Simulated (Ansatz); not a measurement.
CsBr (CsCl type)

```xyz
2
Lattice="4.3890 0.0000 0.0000 0.0000 4.3890 0.0000 0.0000 0.0000 4.3890" Properties=species:S:1:pos:R:3 pbc="T T T"
Cs     0.0000     0.0000     0.0000
Br     2.1945     2.1945     2.1945
```

The slice is a {110} plane (indices of the conventional cell) through the point (0.500, 0.500, 0.500) (fractional), spanned by u = [100] and v = [011] in vectors of this cell: u (4.39 Å) and v (6.21 Å, at 90° to u). It covers one period; positions are fractions (u, v).

Calculation: PBE (plane waves to 420 eV, PAW, scalar-relativistic; Ansatz, a quantum-chemistry and plane-wave program). k mesh 8×8×8. Inside the PAW spheres the values are not all-electron values, and peaks at nuclei hang on which shells count as valence. CsBr was relaxed with its symmetry unable to fall.

Task: Sketch the electrostatic potential energy of an electron, from the cell's mean on this plane as a map.

Result: 
```
|xxxx7999997xxx|
|xxx389999983xx|
|xx37888888873x|
|66788777778876|
|88887544457888|
|88864100014688|
|876400xxx00467|
|77510xxxxx0157|
|6640xxxxxxx046|
|6630xxxxxxx036|
|6640xxxxxxx046|
|77510xxxxx0157|
|876400xxx00467|
|88864100014688|
|88887544457888|
|66788777778876|
|xx37888888873x|
|xxx389999983xx|
|xxxx7999997xxx|
|xxxx6999996xxx|
```
Scale: ten equal steps from -2.00 (start of '0') to 6.04 (end of '9'), in the order '0123456789'. Values: electrostatic potential energy of an electron, from the cell's mean, in eV. The map has 14 points along u (one character each, u = 0 at the left) and 20 along v (v = 0 in the bottom row). Points within 1 Å of a nucleus are blanked (x), as the pseudised field means little there. Values under -2 eV are set to -2. The zero, the cell's mean, hangs on the PAW cores.
